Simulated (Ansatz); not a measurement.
ZnCdSe2:
```xyz
4
Lattice="2.0649 1.1922 6.8092 -2.0649 1.1922 6.8092 0.0000 -2.3843 6.8092" Properties=species:S:1:pos:R:3 pbc="T T T"
Zn     0.0000     0.0000    10.2016
Cd     0.0000     0.0000     0.0384
Se     0.0000     0.0000     2.6601
Se     0.0000     0.0000    12.6343
```

This is the PBEsol-relaxed structure. Cartesian axes are those of the cell as given.

### Question
All from the program Ansatz at the PBEsol level (PAW), unless another level is named. Estimate the piezoelectric stress constants (proper, relaxed ions, C/m²).

### Answer
e15 = e24 = -0.05, e16 = e21 = 0.03, e22 = -0.03, e33 = 0.06.

### Question
What about the Poisson's ratio?

### Answer
0.34.

Space group R3m. The first step of the workflow began from a Materials Project structure, measured or hypothetical; the Crystallography Open Database copy checked does not list it. Its standing as an ambient phase is unchecked. The PBEsol relaxation kept the symmetry of its start; its stability against distortions is not shown here.

Potentials: the later of the program's two PAW sets.
